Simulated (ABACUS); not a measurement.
Worked example: self-consistent single point of WS2 (P6_3/mmc, 6 atoms in the cell; from Materials Project mp-224, changed as shown) in ABACUS.

All values come from this method and carry its errors: PBE, PseudoDojo 0.5 standard norm-conserving PBE (tails mended) pseudopotentials (plane waves; ABACUS).

The change in words: volume scaled by 1.04. Reference geometry (P6_3/mmc):
```
CELL_PARAMETERS angstrom
      3.19600     0.00000     0.00000
     -1.59800     2.76782     0.00000
      0.00000     0.00000    13.02630
ATOMIC_POSITIONS crystal
  W  0.33333 0.66667 0.25000
  W  0.66667 0.33333 0.75000
  S  0.33333 0.66667 0.62980
  S  0.66667 0.33333 0.37020
  S  0.66667 0.33333 0.12980
  S  0.33333 0.66667 0.87020
```

Reference input (self-consistent single point, DFT, PBE, plane waves, PseudoDojo 0.5 standard norm-conserving PBE (tails mended) pseudopotentials): KPT = Gamma 10 10 1 0 0 0; basis_type = pw; dft_functional = PBE; ecutwfc = 74 Ry; smearing_method = gaussian; smearing_sigma = 0.00367493 Ry; potentials = PseudoDojo 0.5 standard norm-conserving PBE (tails mended); symmetry = 1; symmetry_prec = 1e-05; ks_solver = dav_subspace; scf_nmax = 100; scf_thr = 1.0e-09 Ry. This run's input differs from it in these lines:

```diff
@@ -25,8 +25,8 @@
 LATTICE_CONSTANT
-6.039568
+6.119043
 
 LATTICE_VECTORS
-   1.0000000784    0.0000000000    0.0000000000
-  -0.5000000392    0.8660251831    0.0000000000
-   0.0000000000    0.0000000000    4.0758112860
+   0.9999999666    0.0000000000    0.0000000000
+  -0.4999999833    0.8660252245    0.0000000000
+   0.0000000000    0.0000000000    4.0758110445
 
@@ -38,4 +38,4 @@
 2
-  -0.0000015980    1.8452129226    3.2565750000 1 1 1
-   1.5980025980    0.9226050774    9.7697250000 1 1 1
+  -0.0000016190    1.8694942681    3.2994282500 1 1 1
+   1.6190306190    0.9347457319    9.8982847500 1 1 1
 
@@ -44,6 +44,6 @@
 4
-  -0.0000015980    1.8452129226    8.2039637400 1 1 1
-   1.5980025980    0.9226050774    4.8223362600 1 1 1
-   1.5980025980    0.9226050774    1.6908137400 1 1 1
-  -0.0000015980    1.8452129226   11.3354862600 1 1 1
+  -0.0000016190    1.8694942681    8.3119196474 1 1 1
+   1.6190306190    0.9347457319    4.8857933526 1 1 1
+   1.6190306190    0.9347457319    1.7130631474 1 1 1
+  -0.0000016190    1.8694942681   11.4846498526 1 1 1
 # file: KPT
```

Output, abridged:

```
 SELF-CONSISTENT
 -------------------------------------------
                                 init_chg = atomic

 PW ALGORITHM --------------- ION=   1  ELEC=   1--------------------------------

 Notice: Threshold on eigenvalues was too large.

 Density error is 0.206008329554
                          Error Threshold = 0.000400204469725
 E_KohnSham     -391.7273568928      -5329.7241162215
 E_Fermi        0.7599456112         10.3395904823

 PW ALGORITHM --------------- ION=   1  ELEC=   2--------------------------------

 Density error is 0.420309716883
                          Error Threshold = 0.000396169864527
   [... lines left out ...]

 Density error is 1.04873809529e-08
                          Error Threshold = 1.06732767022e-11
 E_KohnSham     -391.7962914355      -5330.6620187913
 E_Fermi        0.7660592291         10.4227705210

 PW ALGORITHM --------------- ION=   1  ELEC=  10--------------------------------

 Density error is 2.42249082295e-10
                          Error Threshold = 1.06732767022e-11
 E_KohnSham     -391.7962914371      -5330.6620188136
 E_KS(sigma->0) -391.7962914371      -5330.6620188136
 E_entropy(-TS) -0.0000000000        -0.0000000000
 E_Fermi        0.7660567263         10.4227364683
 charge density convergence is achieved
 final etot is -5330.6620188 eV
 EFERMI = 10.422736468 eV

 STATE ENERGY(eV) AND OCCUPATIONS    NSPIN == 1
   [... 33 lines left out ...]

 TOTAL-FORCE (eV/Angstrom)
                        W1         0.0000000000         0.0000000000         0.0000000000
                        W2         0.0000000000         0.0000000000         0.0000000000
                        S1         0.0000000000         0.0000000000         0.6342166028
                        S2         0.0000000000         0.0000000000        -0.6342166028
                        S3         0.0000000000         0.0000000000         0.6342166028
                        S4         0.0000000000         0.0000000000        -0.6342166028

 TOTAL-STRESS (KBAR)
       -55.9843350899         0.0000000000        -0.0000000000
         0.0000000000       -55.9843545299         0.0000000000
         0.0000000000         0.0000000000       -43.8107233299
 TOTAL-PRESSURE: -51.926471 KBAR

 --------------------------------------------
 !FINAL_ETOT_IS -5330.6620188135630087 eV
 --------------------------------------------
```

The run converged in 10 iterations. Against the reference run the free energy rises by 12.4 meV/atom, the pressure goes from 0.14 to -5.19 GPa and the largest force goes from 0.004 to 0.634 eV/Å.

Spin-orbit coupling is left out, which matters for bands and gaps with elements this heavy. The structure comes from a collection of computed structures, made at another level of theory; the collection holds predicted forms beside known ones. Its lattice was then scaled.

Cost on one core: about 2.0 core-minutes (a rough figure).

“Tails mended”: in these copies of the files the far tail of each local potential was reset to the Coulomb form.
